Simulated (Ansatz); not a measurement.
BP (CsCl type, Pm-3m) at seven volumes, the program Ansatz at the PBEsol level (PAW), scaled uniformly. One row is withheld.

| V (Å³/atom) | P (GPa) |
|---|---|
| 8.863 | 16.50 |
| 9.155 | 10.04 |
| 9.447 | ? |
| 9.739 | 0.00 |
| 10.031 | -4.12 |
| 10.324 | -7.68 |
| 10.616 | -10.64 |

Q: Fit the shown pressures and predict the withheld one.

A: P = (3/2)B₀(x^(7/2) − x^(5/2))[1 + (3/4)(B′ − 4)(x − 1)] with x = (V₀/V)^(2/3). Least squares on the six rows gives V₀ = 9.735 Å³/atom, B₀ = 146 GPa, B′ = 3.95. At V = 9.447, x = 1.0202 and P = 4.65 GPa. The run itself gave 4.66 GPa.

The start of the workflow was typed in or built on a structure type; neither database checked (COD, Materials Project) lists it. It is not the phase usual at ambient conditions (space group No. 216). Symmetry was held in the PBEsol relaxation. At this level the phase is dynamically unstable (imaginary phonons). The volume moved by 16 % from the start of the relaxation. Its formation energy is positive at this level, so the cell may be metastable or incomplete.

Potentials: the later of the program's two PAW sets.
